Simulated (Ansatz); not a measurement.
Molecular dynamics on a 2×2×2 supercell (16 atoms) of MgS (Fm-3m), relaxed with r2SCAN. Forces come from PBEsol in the PAW code Ansatz: a Langevin thermostat at fixed volume, 1300 K, steps of 1.5 fs. Spin polarisation is off, nuclei are classical, and the run is far too short for thermal averages.

```yaml
crystal:
  lattice:
    - [0.0, 5.2030354798, 5.2030354798]
    - [5.2030354798, 0.0, 5.2030354798]
    - [5.2030354798, 5.2030354798, 0.0]
  atoms:
    - { symbol: Mg, position: [0.0, 0.0, 0.0] }
    - { symbol: S, position: [0.25, 0.25, 0.25] }
    - { symbol: Mg, position: [0.0, 0.0, 0.5] }
    - { symbol: S, position: [0.25, 0.25, 0.75] }
    - { symbol: Mg, position: [0.0, 0.5, 0.0] }
    - { symbol: S, position: [0.25, 0.75, 0.25] }
    - { symbol: Mg, position: [0.0, 0.5, 0.5] }
    - { symbol: S, position: [0.25, 0.75, 0.75] }
    - { symbol: Mg, position: [0.5, 0.0, 0.0] }
    - { symbol: S, position: [0.75, 0.25, 0.25] }
    - { symbol: Mg, position: [0.5, 0.0, 0.5] }
    - { symbol: S, position: [0.75, 0.25, 0.75] }
    - { symbol: Mg, position: [0.5, 0.5, 0.0] }
    - { symbol: S, position: [0.75, 0.75, 0.25] }
    - { symbol: Mg, position: [0.5, 0.5, 0.5] }
    - { symbol: S, position: [0.75, 0.75, 0.75] }
kpoints:
  mp_grid: { grid: [2, 2, 2] }
hamiltonian:
  xc: pbesol
scf:
  occupations: { method: fermi_dirac, width: 0.112 }
md:
  ensemble: nvt_langevin
  temperature: 1300
  timestep: 1.5
  n_steps: 40
  initial_velocities: maxwell_boltzmann
  seed: 1931
```

Command: `ansatz run input.yaml --threads 4 --pin off --max-ram 3686MiB --backend cpu --events-out ev --progress --plain --runs-dir out`. It took 2.4 min on 4 threads of Arm Neoverse N1, with other jobs on the host; peak host memory 0.95 GiB.

```
step  t (fs)  T (K)  free energy F from step 0 (meV/atom)  kinetic energy (meV/atom)  largest force (eV/Å)
   0       0   1219                                   0.0                      157.5                  0.00
   1     1.5   1236                                   0.7                      159.7                  0.19
   2       3   1163                                   2.9                      150.3                  0.40
   3     4.5   1147                                   6.5                      148.3                  0.59
   4       6   1115                                  11.4                      144.1                  0.79
   5     7.5   1032                                  17.4                      133.4                  1.00
   6       9   1023                                  24.6                      132.3                  1.22
   7    10.5    937                                  32.7                      121.1                  1.44
   8      12    881                                  41.4                      113.9                  1.65
   9    13.5    836                                  50.6                      108.0                  1.85
  10      15    730                                  60.0                       94.4                  2.02
  11    16.5    617                                  68.8                       79.8                  2.15
  12      18    544                                  76.5                       70.4                  2.22
  13    19.5    454                                  82.9                       58.7                  2.24
  14      21    529                                  88.2                       68.4                  2.20
  15    22.5    491                                  92.6                       63.5                  2.25
  16      24    463                                  95.4                       59.8                  2.25
  17    25.5    449                                  97.2                       58.1                  2.20
  18      27    472                                  97.8                       61.1                  2.11
  19    28.5    421                                  97.2                       54.4                  1.98
  20      30    475                                  96.9                       61.4                  1.94
  21    31.5    541                                  97.2                       69.9                  1.98
  22      33    563                                  97.6                       72.8                  2.03
  23    34.5    652                                  97.3                       84.3                  2.06
  24      36    707                                  96.6                       91.4                  2.08
  25    37.5    720                                  96.5                       93.1                  2.10
  26      39    860                                  96.8                      111.2                  2.12
  27    40.5    803                                  97.0                      103.9                  2.11
  28      42    798                                  97.4                      103.2                  2.09
  29    43.5    795                                  97.6                      102.7                  2.04
  30      45    848                                  97.7                      109.6                  1.97
  31    46.5    937                                  98.4                      121.1                  1.89
  32      48    941                                  99.8                      121.6                  1.88
  33    49.5    950                                 101.7                      122.8                  1.94
  34      51   1003                                 104.3                      129.7                  1.99
  35    52.5   1002                                 107.3                      129.5                  2.03
  36      54    999                                 110.8                      129.1                  2.05
  37    55.5    982                                 115.0                      127.0                  2.07
  38      57    925                                 119.5                      119.6                  2.06
  39    58.5    892                                 124.1                      115.3                  2.03
  40      60    924                                 128.6                      119.4                  2.06
```

The temperature starts at 1219 K, is lowest at step 19 (421 K, 28.5 fs) and ends at 924 K. The thermostat hasn't had time to restore it. The atoms start on their lattice sites with kinetic energy alone, so much of it first passes into potential energy. By the last step the atoms have moved 0.27 Å in the root mean square, the drift of the whole cell taken out, 0.48 Å at most.

Positions (Å) and forces (eV/Å) at step 40:
```
Mg   0.023  -0.022   0.077    -0.297  -0.039  -0.604
S    2.613   2.827   2.448     0.601  -1.832   0.411
Mg   2.431   2.532  -0.056     0.487  -0.597  -0.665
S    5.072   5.241   2.474    -0.344   0.086   0.673
Mg   2.225   0.041   2.666     1.162  -0.485   0.746
S    5.127   2.763   5.097    -0.052  -0.338   0.109
Mg   5.160   2.499   2.614     0.646   0.663  -0.535
S    7.681   4.865   5.125     0.284   1.978   0.021
Mg   0.185   2.688   2.347    -1.250   0.168   0.836
S    2.636   5.246   5.550     0.222   0.624  -1.354
Mg   2.579   5.119   2.473    -0.351   1.932  -0.008
S    5.613   7.924   4.946    -1.799  -0.821   0.570
Mg   2.699   2.739   5.060     0.479  -0.254   0.684
S    5.233   5.322   8.005     0.068  -0.358  -0.773
Mg   5.127   5.436   5.287     0.365  -0.125   0.010
S    7.898   7.851   7.792    -0.222  -0.601  -0.119
```
